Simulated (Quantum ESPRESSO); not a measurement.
B4CN2O, input and log of a self-consistent run

Computed values, not a measurement. The program is pw.x of Quantum ESPRESSO 7.5 (plane-wave density functional theory). The cell is made up: 8 atoms on a wurtzite lattice, with randomly drawn elements, strain and displacements, not relaxed. PseudoDojo standard norm-conserving files (v0.5 for PBE, v0.4.1 for LDA and PBEsol) set the functional; there is no spin polarisation, spin-orbit coupling or dispersion term, and the masses in the input are unused placeholders.

Input:

```
&control calculation='scf', pseudo_dir='./dojo.nc.sr.pbe.v0_5.standard.upf', outdir='./o', disk_io='low', tprnfor=.true., tstress=.true. /
&system ibrav=0, nat=8, ntyp=4, nbnd=22, ecutwfc=84.00895049, nosym=.true., tot_charge=0,
 occupations='smearing', smearing='fd', degauss=0.0018374661
/
&electrons conv_thr=7.350e-09, electron_maxstep=60, /
ATOMIC_SPECIES
B 1.0 B.upf
C 1.0 C.upf
N 1.0 N.upf
O 1.0 O.upf
CELL_PARAMETERS angstrom
2.5442 0.0055 -0.0021
0.0096 4.4557 -0.019
-0.0034 -0.0178 4.2725
ATOMIC_POSITIONS angstrom
B -0.0477 0.0531 0.0918
B 1.2473 2.2535 0.0389
B 1.2139 0.7642 2.1587
B 0.028 2.9665 2.0839
C -0.0439 -0.0525 1.6032
N 1.3021 2.3039 1.6247
O 1.2699 0.6661 3.7446
N 0.0399 3.0222 3.8082
K_POINTS automatic
7 4 4 1 1 1
```

The log is shortened where brackets say so; the opening notice, blank lines, dates and the lines on written files are dropped, and the path of the files is cut. It prints rydbergs, bohrs and kilobars, and counts compression as positive stress.

```
     Program PWSCF v.7.5
     Parallel version (MPI & OpenMP), running on       4 processor cores
     Number of MPI processes:                 4
     Threads/MPI process:                     1
     [start-up lines left out]
     bravais-lattice index     =            0
     lattice parameter (alat)  =       4.8079  a.u.
     unit-cell volume          =     326.8405 (a.u.)^3
     number of atoms/cell      =            8
     number of atomic types    =            4
     number of electrons       =        32.00
     number of Kohn-Sham states=           22
     kinetic-energy cutoff     =      84.0090  Ry
     charge density cutoff     =     336.0358  Ry
     scf convergence threshold =      7.3E-09
     mixing beta               =       0.7000
     number of iterations used =            8  plain     mixing
     Exchange-correlation= PBE
                           (   1   4   3   4   0   0   0)
     [axes and pseudopotential details left out]
   Cartesian axes
     site n.     atom                  positions (alat units)
         1        B      tau(   1) = (  -0.0187485   0.0208709   0.0360820  )
         2        B      tau(   2) = (   0.4902510   0.8857377   0.0152896  )
         3        B      tau(   3) = (   0.4771232   0.3003687   0.8484766  )
         4        B      tau(   4) = (   0.0110054   1.1659823   0.8190765  )
         5        C      tau(   5) = (  -0.0172549  -0.0206351   0.6301375  )
         6        N      tau(   6) = (   0.5117902   0.9055475   0.6385880  )
         7        O      tau(   7) = (   0.4991340   0.2618105   1.4718143  )
         8        N      tau(   8) = (   0.0156827   1.1878751   1.4968123  )
     number of k points=    56  Fermi-Dirac smearing, width (Ry)=  0.0018
                       cart. coord. in units 2pi/alat
        k(    1) = (   0.0713358   0.0715403   0.0747904), wk =   0.0357143
        k(    2) = (   0.0714574   0.0721749   0.2236642), wk =   0.0357143
     [further k points left out]
     Dense  grid:    33973 G-vectors     FFT dimensions: (  30,  50,  48)
     Estimated max dynamical RAM per process >      58.08 MB
     Estimated total dynamical RAM >     207.43 MB
     Initial potential from superposition of free atoms
     starting charge      31.9989, renormalised to      32.0000
     Starting wfcs are   32 randomized atomic wfcs
     total cpu time spent up to now is        1.1 secs
     per-process dynamical memory:    47.0 Mb
     Self-consistent Calculation
     iteration #  1     ecut=    84.01 Ry     beta= 0.70
     Davidson diagonalization with overlap
     ethr =  1.00E-02,  avg # of iterations =  3.0
     total cpu time spent up to now is        1.9 secs
     total energy              =    -110.05053989 Ry
     estimated scf accuracy    <       1.19043298 Ry
     iteration #  2     ecut=    84.01 Ry     beta= 0.70
     Davidson diagonalization with overlap
     ethr =  3.72E-03,  avg # of iterations =  2.8
     total cpu time spent up to now is        2.6 secs
     total energy              =    -110.32938640 Ry
     estimated scf accuracy    <       0.53283121 Ry
     iteration #  3     ecut=    84.01 Ry     beta= 0.70
     Davidson diagonalization with overlap
     ethr =  1.67E-03,  avg # of iterations =  2.3
     total cpu time spent up to now is        3.2 secs
     total energy              =    -110.43322104 Ry
     estimated scf accuracy    <       0.03078280 Ry
     iteration #  4     ecut=    84.01 Ry     beta= 0.70
     Davidson diagonalization with overlap
     ethr =  9.62E-05,  avg # of iterations =  7.7
     total cpu time spent up to now is        4.1 secs
     total energy              =    -110.44523493 Ry
     estimated scf accuracy    <       0.00391918 Ry
     iteration #  5     ecut=    84.01 Ry     beta= 0.70
     Davidson diagonalization with overlap
     ethr =  1.22E-05,  avg # of iterations =  8.0
     total cpu time spent up to now is        5.1 secs
     total energy              =    -110.44568302 Ry
     estimated scf accuracy    <       0.00085982 Ry
     [iterations 6 to 7 left out]
     iteration #  8     ecut=    84.01 Ry     beta= 0.70
     Davidson diagonalization with overlap
     ethr =  7.02E-08,  avg # of iterations =  2.0
     total cpu time spent up to now is        7.2 secs
     total energy              =    -110.44577087 Ry
     estimated scf accuracy    <       0.00000766 Ry
     iteration #  9     ecut=    84.01 Ry     beta= 0.70
     Davidson diagonalization with overlap
     ethr =  2.39E-08,  avg # of iterations =  2.4
     total cpu time spent up to now is        7.8 secs
     total energy              =    -110.44577207 Ry
     estimated scf accuracy    <       0.00000029 Ry
     iteration # 10     ecut=    84.01 Ry     beta= 0.70
     Davidson diagonalization with overlap
     ethr =  8.93E-10,  avg # of iterations =  4.8
     total cpu time spent up to now is        8.7 secs
     total energy              =    -110.44577227 Ry
     estimated scf accuracy    <       0.00000006 Ry
     iteration # 11     ecut=    84.01 Ry     beta= 0.70
     Davidson diagonalization with overlap
     ethr =  1.93E-10,  avg # of iterations =  1.8
     total cpu time spent up to now is        9.3 secs
     total energy              =    -110.44577228 Ry
     estimated scf accuracy    <       0.00000001 Ry
     iteration # 12     ecut=    84.01 Ry     beta= 0.70
     Davidson diagonalization with overlap
     ethr =  3.30E-11,  avg # of iterations =  3.4
     total cpu time spent up to now is       10.0 secs
     End of self-consistent calculation
     [lines on levels left out]
!    total energy              =    -110.44577228 Ry
     estimated scf accuracy    <          5.8E-11 Ry
     smearing contrib. (-TS)   =       0.00000000 Ry
     internal energy E=F+TS    =    -110.44577228 Ry
     The total energy is F=E-TS. E is the sum of the following terms:
     one-electron contribution =      12.75607719 Ry
     hartree contribution      =      16.90362827 Ry
     xc contribution           =     -35.28721431 Ry
     ewald contribution        =    -104.81826343 Ry
     convergence has been achieved in  12 iterations
     Forces acting on atoms (cartesian axes, Ry/au):
     atom    1 type  1   force =     0.02540095   -0.13054878    0.01800481
     atom    2 type  1   force =     0.04918118    0.10588550    0.04844078
     atom    3 type  1   force =     0.03562911   -0.05275422   -0.12610092
     atom    4 type  1   force =    -0.00455101    0.04319440    0.05309541
     atom    5 type  2   force =    -0.00208853    0.17735249    0.08521383
     atom    6 type  3   force =    -0.02959485   -0.15840040   -0.00397011
     atom    7 type  4   force =    -0.02350576    0.12844728    0.00862572
     atom    8 type  3   force =    -0.05047109   -0.11317627   -0.08330952
     Total force =     0.403452     Total SCF correction =     0.000019
     Computing stress (Cartesian axis) and pressure
          total   stress  (Ry/bohr**3)                   (kbar)     P=      120.57
   0.00136969  -0.00009371   0.00004739          201.49      -13.78        6.97
  -0.00009371   0.00054642   0.00006909          -13.78       80.38       10.16
   0.00004739   0.00006909   0.00054275            6.97       10.16       79.84
     init_run     :      1.02s CPU      1.03s WALL (       1 calls)
     electrons    :      8.89s CPU      8.94s WALL (       1 calls)
     forces       :      0.12s CPU      0.12s WALL (       1 calls)
     stress       :      0.43s CPU      0.43s WALL (       1 calls)
     [timing details left out]
     PWSCF        :     10.52s CPU     10.58s WALL
     JOB DONE.
```

In other units: free energy -1502.691 eV for the cell, pressure 12.06 GPa, largest force component 4.560 eV/Å. A rerun of the same cell at another strain at 1437 eV and a 9 x 6 x 6 mesh moved values by no more than 0.002 eV in energy, 0.07 GPa in stress and 0.003 eV/Å in force.